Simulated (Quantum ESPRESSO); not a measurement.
# Hf7Mg: input and log of a self-consistent run

A calculation, not a measurement. The program is pw.x of Quantum ESPRESSO 7.5 (plane-wave density functional theory). The cell is made up: eight metal atoms on a body-centred cubic lattice, with elements, volume, strain and displacements drawn at random and not relaxed, so it may be unstable or far from any real phase. PseudoDojo standard norm-conserving files set the functional (PBE unless stated); there is no spin polarisation or spin-orbit coupling, the Fermi-Dirac width of 0.25 eV means electrons at about 2900 K, and the masses in the input are unused placeholders. Heavy elements are run without spin-orbit coupling, which real alloys of them have. A spin test at this wide smearing found no moment, but such smearing suppresses magnetism that the real alloy may have.

Input:

```
&control calculation='scf', pseudo_dir='./dojo.nc.sr.pbe.v0_5.standard.upf', outdir='./o', disk_io='minimal', tprnfor=.true., tstress=.true. /
&system ibrav=0, nat=8, ntyp=2, nbnd=64, ecutwfc=84.00895049, nosym=.true., tot_charge=0,
 occupations='smearing', smearing='fd', degauss=0.0183746611
/
&electrons conv_thr=1.470e-08, electron_maxstep=70, mixing_beta=0.5 /
ATOMIC_SPECIES
Hf 1.0 Hf.upf
Mg 1.0 Mg.upf
CELL_PARAMETERS angstrom
-1.7974 -5.3935 1.8509
5.2411 1.8017 1.7111
-3.4999 3.5082 3.5347
ATOMIC_POSITIONS angstrom
Hf 0.0468 -0.0147 0.1316
Hf -1.8326 1.7316 1.7809
Hf 1.6915 1.7546 1.8317
Hf -0.0147 3.7019 3.7272
Hf -1.6036 -1.8765 1.9497
Hf -3.7925 0.0202 3.6199
Mg 1.8087 -1.7121 1.7596
Hf 0.024 -0.0649 3.5866
K_POINTS automatic
5 5 4 1 1 1
```

The log is shortened where brackets say so; the opening notice, blank lines, dates and the lines on written files are dropped, and the path of the files is cut. It prints rydbergs, bohrs and kilobars, and counts compression as positive stress. Its total energy is the free energy E - TS of the whole cell.

```
     Program PWSCF v.7.5
     Parallel version (MPI & OpenMP), running on       4 processor cores
     Number of MPI processes:                 4
     Threads/MPI process:                     1
     [start-up lines left out]
     bravais-lattice index     =            0
     lattice parameter (alat)  =      11.2983  a.u.
     unit-cell volume          =    1196.2422 (a.u.)^3
     number of atoms/cell      =            8
     number of atomic types    =            2
     number of electrons       =        94.00
     number of Kohn-Sham states=           64
     kinetic-energy cutoff     =      84.0090  Ry
     charge density cutoff     =     336.0358  Ry
     scf convergence threshold =      1.5E-08
     mixing beta               =       0.5000
     number of iterations used =            8  plain     mixing
     Exchange-correlation= PBE
                           (   1   4   3   4   0   0   0)
     [axes and pseudopotential details left out]
   Cartesian axes
     site n.     atom                  positions (alat units)
         1        Hf     tau(   1) = (   0.0078276  -0.0024587   0.0220110  )
         2        Hf     tau(   2) = (  -0.3065152   0.2896222   0.2978680  )
         3        Hf     tau(   3) = (   0.2829152   0.2934692   0.3063647  )
         4        Hf     tau(   4) = (  -0.0024587   0.6191687   0.6234003  )
         5        Hf     tau(   5) = (  -0.2682133  -0.3138578   0.3261010  )
         6        Hf     tau(   6) = (  -0.6343222   0.0033786   0.6054537  )
         7        Mg     tau(   7) = (   0.3025178  -0.2863607   0.2943054  )
         8        Hf     tau(   8) = (   0.0040142  -0.0108550   0.5998840  )
     number of k points=    50  Fermi-Dirac smearing, width (Ry)=  0.0184
                       cart. coord. in units 2pi/alat
        k(    1) = (   0.0344663  -0.0283969   0.2737442), wk =   0.0400000
        k(    2) = (  -0.0714705   0.0793333   0.4847941), wk =   0.0400000
     [further k points left out]
     Dense  grid:   124413 G-vectors     FFT dimensions: (  72,  64,  72)
     Estimated max dynamical RAM per process >     414.84 MB
     Estimated total dynamical RAM >       1.53 GB
     Initial potential from superposition of free atoms
     starting charge      93.9862, renormalised to      94.0000
     Starting wfcs are   75 randomized atomic wfcs
     total cpu time spent up to now is        7.4 secs
     per-process dynamical memory:   337.2 Mb
     Self-consistent Calculation
     iteration #  1     ecut=    84.01 Ry     beta= 0.50
     Davidson diagonalization with overlap
     ethr =  1.00E-02,  avg # of iterations =  2.6
     Threshold (ethr) on eigenvalues was too large:
     Diagonalizing with lowered threshold
     Davidson diagonalization with overlap
     ethr =  1.91E-04,  avg # of iterations =  5.4
     total cpu time spent up to now is       43.7 secs
     total energy              =    -908.45473502 Ry
     estimated scf accuracy    <       0.20045290 Ry
     iteration #  2     ecut=    84.01 Ry     beta= 0.50
     Davidson diagonalization with overlap
     ethr =  2.13E-04,  avg # of iterations =  3.0
     total cpu time spent up to now is       60.4 secs
     total energy              =    -908.42457271 Ry
     estimated scf accuracy    <       0.41428423 Ry
     iteration #  3     ecut=    84.01 Ry     beta= 0.50
     Davidson diagonalization with overlap
     ethr =  2.13E-04,  avg # of iterations =  2.0
     total cpu time spent up to now is       75.4 secs
     total energy              =    -908.48559873 Ry
     estimated scf accuracy    <       0.13187261 Ry
     iteration #  4     ecut=    84.01 Ry     beta= 0.50
     Davidson diagonalization with overlap
     ethr =  1.40E-04,  avg # of iterations =  1.1
     total cpu time spent up to now is       88.6 secs
     total energy              =    -908.49723282 Ry
     estimated scf accuracy    <       0.01699146 Ry
     iteration #  5     ecut=    84.01 Ry     beta= 0.50
     Davidson diagonalization with overlap
     ethr =  1.81E-05,  avg # of iterations =  8.4
     total cpu time spent up to now is      108.1 secs
     total energy              =    -908.49928824 Ry
     estimated scf accuracy    <       0.01496759 Ry
     [iterations 6 to 11 left out]
     iteration # 12     ecut=    84.01 Ry     beta= 0.50
     Davidson diagonalization with overlap
     ethr =  3.52E-09,  avg # of iterations =  2.0
     total cpu time spent up to now is      218.6 secs
     total energy              =    -908.50125014 Ry
     estimated scf accuracy    <       0.00000098 Ry
     iteration # 13     ecut=    84.01 Ry     beta= 0.50
     Davidson diagonalization with overlap
     ethr =  1.05E-09,  avg # of iterations =  2.1
     total cpu time spent up to now is      232.7 secs
     total energy              =    -908.50125029 Ry
     estimated scf accuracy    <       0.00000017 Ry
     iteration # 14     ecut=    84.01 Ry     beta= 0.50
     Davidson diagonalization with overlap
     ethr =  1.78E-10,  avg # of iterations =  3.2
     total cpu time spent up to now is      248.2 secs
     total energy              =    -908.50125031 Ry
     estimated scf accuracy    <       0.00000005 Ry
     iteration # 15     ecut=    84.01 Ry     beta= 0.50
     Davidson diagonalization with overlap
     ethr =  5.40E-11,  avg # of iterations =  3.2
     total cpu time spent up to now is      264.1 secs
     total energy              =    -908.50125031 Ry
     estimated scf accuracy    <       0.00000006 Ry
     iteration # 16     ecut=    84.01 Ry     beta= 0.50
     Davidson diagonalization with overlap
     ethr =  5.40E-11,  avg # of iterations =  1.8
     total cpu time spent up to now is      277.8 secs
     End of self-consistent calculation
     [lines on levels left out]
!    total energy              =    -908.50125032 Ry
     estimated scf accuracy    <          9.0E-10 Ry
     smearing contrib. (-TS)   =      -0.18496979 Ry
     internal energy E=F+TS    =    -908.31628053 Ry
     The total energy is F=E-TS. E is the sum of the following terms:
     one-electron contribution =    -237.04832263 Ry
     hartree contribution      =     143.69852622 Ry
     xc contribution           =    -215.49552209 Ry
     ewald contribution        =    -599.47096203 Ry
     convergence has been achieved in  16 iterations
     Forces acting on atoms (cartesian axes, Ry/au):
     atom    1 type  1   force =    -0.00310395    0.01341113   -0.00037183
     atom    2 type  1   force =     0.01834231    0.00176021    0.02483990
     atom    3 type  1   force =    -0.00037630    0.01916024    0.04002568
     atom    4 type  1   force =    -0.00219521   -0.01813383   -0.06758051
     atom    5 type  1   force =    -0.06730778    0.04452323    0.00555661
     atom    6 type  1   force =     0.07482462   -0.03706364   -0.01260754
     atom    7 type  2   force =    -0.01041011   -0.02660460    0.02038861
     atom    8 type  1   force =    -0.00977359    0.00294725   -0.01025091
     Total force =     0.152093     Total SCF correction =     0.000080
     Computing stress (Cartesian axis) and pressure
          total   stress  (Ry/bohr**3)                   (kbar)     P=       27.39
   0.00016564  -0.00009245   0.00006094           24.37      -13.60        8.96
  -0.00009245   0.00022261   0.00010047          -13.60       32.75       14.78
   0.00006094   0.00010047   0.00017034            8.96       14.78       25.06
     init_run     :      7.01s CPU      7.32s WALL (       1 calls)
     electrons    :    269.10s CPU    270.46s WALL (       1 calls)
     forces       :      2.89s CPU      2.92s WALL (       1 calls)
     stress       :      9.92s CPU     10.19s WALL (       1 calls)
     [timing details left out]
     PWSCF        :   4m48.96s CPU   4m51.01s WALL
     JOB DONE.
```

In other units: free energy -12360.789 eV for the cell, pressure 2.74 GPa, largest force component 1.924 eV/Å in size. The run took 293 s of wall time with four MPI processes on a shared machine (Intel Xeon, 2023 or later, virtual cores), so the time is rough. A rerun of this cell at a higher cutoff and on a denser mesh moved values by no more than 0.002 eV in energy, 0.02 GPa in stress and 0.003 eV/Å in force, and a second program with other atomic files agreed on that cell to 2 % rms in force and 0.5 GPa in pressure.